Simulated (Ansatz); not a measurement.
Values for one crystal, relaxed and computed with LDA in the plane-wave PAW code Ansatz; other levels are named.

| Quantity | Value |
|---|---|
| Volume per atom | 11.57 Å³ |
| Electronic character | metallic (no gap) |
| Density of states at the Fermi level | 0.52 states/eV per atom (mean over ±0.08 eV) |
| Pressure derivative B′ | 5.4 |
| Formation energy from the elements (no fitted shifts) | -0.36 eV/atom |
| Bulk modulus (Birch–Murnaghan fit) | 198 GPa |

Q: Which of these materials gives this?
A) NiS, R3m (Ni on 9b, S on 9b)
B) Ni7Ge4, Imm2 (Pearson symbol oI22)
C) Ca3GeO, anti-perovskite
D) GeS, Cmcm (Ge on 4c, S on 4c)

A: B, Ni7Ge4, Imm2 (Pearson symbol oI22)

The workflow started from a Materials Project entry (that database holds measured and hypothetical structures alike); the Crystallography Open Database copy checked does not list it. Its standing as an ambient phase is unchecked. The cell was relaxed with LDA under the symmetry of its start; its stability against distortions is not shown here. The run is not spin-polarised. The references are the lowest solids computed at this level, not always the standard phases. Scalar-relativistic: spin–orbit coupling is off unless named, which matters more the heavier the elements.

Potentials: the later of the program's two PAW sets.
